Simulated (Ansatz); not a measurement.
Input file for Ansatz (a first-principles code):

Ansatz 0.2 input:
```yaml
crystal:
  lattice:
    - [3.8370082624, 0.0, 0.0]
    - [-1.9185041312, 3.3229466298, 0.0]
    - [0.0, 0.0, 6.504950161]
  atoms:
    - { symbol: Hf, position: [0.0, 0.0, 0.0] }
    - { symbol: Te, position: [0.3333333333, 0.6666666667, 0.272519587] }
    - { symbol: Te, position: [0.6666666667, 0.3333333333, 0.727480413] }
kpoints:
  mp_grid: { grid: [12, 12, 7] }
hamiltonian:
  xc: lda
  pseudopotentials: { kind: paw }
scf:
  occupations: { method: fermi_dirac, width: 0.1 }
phonons:
  method: dfpt
  response_accuracy: low
  eigenvectors: true
  rigid_motions: translations
```

Output (shortened):

```
Pseudopotential: Hf, paw, valence charge 26
Pseudopotential: Te, paw, valence charge 16
Functional definition: SPW92
Crystal: 3 atoms, lattice volume = 82.939 Å³
Basis set: ecut = 420 eV, 1629 PW (Γ), exchange–correlation on 54×54×90 points (8 copies of the dense FFT grid, shifted against one another)
Bands: 35, of which v1, the nominal top of the filled ones, is band 29 counted from 1 (28 counted from 0)
Symmetry: 12 space group operations
k-points: 277 of 1008 (irreducible under 2 space group operations, time reversal used)
SCF iter   1: F=—  HF=-29133.719512 eV  |F-HF|=—  |Δ(HF+E_count)|=         —  Δρ=4.79e-3  dr2=1.39e-2  ethr=1.77e-3  ⟨swp⟩=5.9  Hψ=37266  notcnv=0
preconditioner: auto → LDOS
SCF iter   2: F=—  HF=-29133.717614 eV  |F-HF|=—  |Δ(HF+E_count)|=   1.90e-3  Δρ=2.00e-3  dr2=6.63e-3  ethr=2.39e-5  ⟨swp⟩=2.0  Hψ=20713  notcnv=0
SCF iter   3: F=—  HF=-29133.715443 eV  |F-HF|=—  |Δ(HF+E_count)|=   2.17e-3  Δρ=8.36e-4  dr2=1.73e-3  ethr=1.14e-5  ⟨swp⟩=2.0  Hψ=17774  notcnv=0
SCF iter   4: F=—  HF=-29133.714993 eV  |F-HF|=—  |Δ(HF+E_count)|=   4.50e-4  Δρ=2.43e-4  dr2=8.10e-5  ethr=2.98e-6  ⟨swp⟩=2.0  Hψ=13602  notcnv=0
SCF iter   5: F=—  HF=-29133.714970 eV  |F-HF|=—  |Δ(HF+E_count)|=   2.34e-5  Δρ=4.83e-5  dr2=2.68e-6  ethr=1.40e-7  ⟨swp⟩=2.0  Hψ=17463  notcnv=0
SCF iter   6: F=—  HF=-29133.714960 eV  |F-HF|=—  |Δ(HF+E_count)|=   9.49e-6  Δρ=1.34e-5  dr2=1.41e-7  ethr=4.63e-9  ⟨swp⟩=2.0  Hψ=17478  notcnv=0
SCF iter   7: F=—  HF=-29133.714960 eV  |F-HF|=—  |Δ(HF+E_count)|=   1.64e-8  Δρ=5.11e-6  dr2=3.74e-8  ethr=2.44e-10  ⟨swp⟩=2.0  Hψ=17860  notcnv=0
SCF iter   8: F=—  HF=-29133.714960 eV  |F-HF|=—  |Δ(HF+E_count)|=   1.13e-8  Δρ=9.24e-7  dr2=7.67e-10  ethr=6.45e-11  ⟨swp⟩=2.0  Hψ=17737  notcnv=0
SCF iter  10: F=-29133.714960 eV  HF=-29133.714960 eV  |F-HF|=7.28e-12  |Δ(HF+E_count)|=  7.28e-12  Δρ=4.44e-8  dr2=1.34e-12  ethr=1.00e-12  ⟨swp⟩=5.1  Hψ=46058  notcnv=0
SCF 1 converged in 10 iterations: F = -29133.714960 eV  dr2 = 1.34e-12
DFPT response loops at Γ: preconditioner auto → Kerker (q_TF=auto, 2.570 Å⁻¹) (partly filled bands, converged f_vac=0.023) …
SCF converged after 10 iterations
Free energy (F): -29133.714960 eV
Harris-Foulkes:  -29133.714960 eV  (|F-HF|=7.28e-12)
Internal energy: -29133.687285 eV  (E = F + TS)
E sigma→0 (E₀):  -29133.701123 eV
Entropy (-TS):   -0.027675 eV (-9.225 meV/atom)
Fermi energy:    12.361416 eV
--- Per-component energies (eV) ---
  E_band       = -576.025554
  E_kinetic    = 788.771558
  E_local      = -9342.273386  (includes V_loc(G=0)·N_el)
  E_nonlocal   = -1841.771234
  E_hartree    = 4823.050950
  E_xc         = -546.145810
  E_vxc        = -477.567719  (∫ρ·V_xc dr)
  E_paw        = -15705.603866  (= ΣΔE_a)
  E_vpaw       = 650.713757  (= ΣTr[D̂ρ^β])
  E_aug_tail   = -0.000454  (compensation charges beyond the density's cutoff)
  E_ewald      = -7313.529609
  E_core_change = 3.814565  (= ΣΔE_core)
  E_smearing   = -0.027675  (= −TS)
  E_closure    = 0.000000  (closes the sum)
  Σ components = -29133.714960   (vs F -29133.714960, Δ=0.00e0)
  [band-id]    e_kinetic+e_local+e_nonlocal+2·e_hartree+e_vxc+e_vpaw+e_augmentation_tail = -576.025577   (vs E_band -576.025554, Δ=-2.36e-5)
--- Band table (eV; the first three rows and the last of 277) ---
  k-point 0: bands = ["-50.1672", "-24.0363", "-24.0363", "-24.0358", "-24.0358", "-24.0168", "-24.0157", "-24.0157", "-24.0157", "-24.0157", "-24.0152", "-18.8280", "-18.8033", "-18.8033", "-0.3234", "-0.2240", "-0.1939", "-0.1910", "-0.1796", "-0.1796", …
  k-point 1: bands = ["-50.1672", "-24.0381", "-24.0381", "-24.0339", "-24.0339", "-24.0167", "-24.0161", "-24.0161", "-24.0153", "-24.0153", "-24.0153", "-18.8280", "-18.8033", "-18.8033", "-0.2753", "-0.2160", "-0.1910", "-0.1906", "-0.1796", "-0.1796", …
  k-point 2: bands = ["-50.1672", "-24.0397", "-24.0397", "-24.0323", "-24.0323", "-24.0165", "-24.0165", "-24.0165", "-24.0155", "-24.0150", "-24.0150", "-18.8280", "-18.8033", "-18.8033", "-0.2381", "-0.1984", "-0.1910", "-0.1796", "-0.1796", "-0.1728", …
  k-point 276: bands = ["-50.1645", "-24.0418", "-24.0369", "-24.0351", "-24.0312", "-24.0162", "-24.0150", "-24.0136", "-24.0131", "-24.0110", "-24.0101", "-18.8900", "-18.8478", "-18.7950", "-0.2042", "-0.2039", "-0.1953", "-0.1838", "-0.1793", "-0.1768", …
--- Phonons (Γ-DFPT): 4 representative perturbations + reference, on 277 of 1008 k-points (Σ response iterations 11) ---
  ASR residual: 8.521e-4 → 0.000e0 eV/Å²; symmetrization residual: 1.790e-4 eV/Å²
  ASR residual per site (eV/Å²): 8.52e-4 3.30e-4 3.30e-4
  Γ frequencies (cm⁻¹): 0.00 0.00 0.00 106.10 106.10 110.92 110.92 150.74 185.63
  non-analytic LO–TO correction: not included (Born effective charges unavailable; polar crystals: no LO–TO splitting at Γ)
```

Cost: around 8 core-minutes (rough) on shared cores.

Space group P-3m1 (CdI2 type). The workflow started from a Materials Project entry (that database holds measured and hypothetical structures alike); the Crystallography Open Database copy checked does not list it. Whether it is the stable phase at ambient conditions was not checked. The cell was relaxed with LDA under the symmetry of its start; of distortions, only those at the zone centre were tested. The run is not spin-polarised. A crystal of weakly bound layers computed without a dispersion correction: the cell and the soft elastic constants depend strongly on that. As this level gives no gap, phonon frequencies hold no LO–TO term and depend on the k-mesh and smearing (Fermi–Dirac, 0.1 eV here). Spin–orbit coupling is left out wherever it is not named.

Potentials: the later of the program's two PAW sets.

Ansatz is a plane-wave DFT program.
